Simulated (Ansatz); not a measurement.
LaMnO₃ in space group R-3c (No. 167; La on 6a, O on 18e, Mn on 6b), the program Ansatz at the PBE level (PAW), all energies at zero smearing, with the estimated change up to a 700 eV cutoff added, with one set of potentials and settings (totals compare only within such a set). Cell of 10 atoms (2 La, 6 O, 2 Mn): -23713.855 eV.

| element | reference phase | E (eV/atom) |
|---|---|---|
| La | P6_3/mmc, 4 atoms in the cell | -6250.0953 |
| O | C2/m, 4 atoms in the cell, spin-polarised | -565.0000 |
| Mn | I-43m, 29 atoms in the cell, spin-polarised | -3898.8617 |

Formation energy per atom, worked out: (-23713.855 − 2×(-6250.0953) − 6×(-565.0000) − 2×(-3898.8617))/10 = -2.594 eV/atom (-250 kJ per mol of atoms), at 0 K, without zero-point energy or fitted corrections.

The workflow started from an entry of the Crystallography Open Database (COD), which files this formula under 3 space groups. Its standing as an ambient phase is unchecked. Symmetry was held in the PBE relaxation; its stability against distortions is not shown here. Spin order of the final state: ferromagnetic, chosen from 5 collinear starts compared on coarse meshes (ties went to the first, and starts can fall back to one state), not a proven ground state. No Hubbard U is applied. The references are the lowest solids computed at this level, not always the standard phases (solids in place of the gases). Scalar-relativistic: spin–orbit coupling is off unless named, which matters more the heavier the elements.

Potentials: the later of the program's two PAW sets.
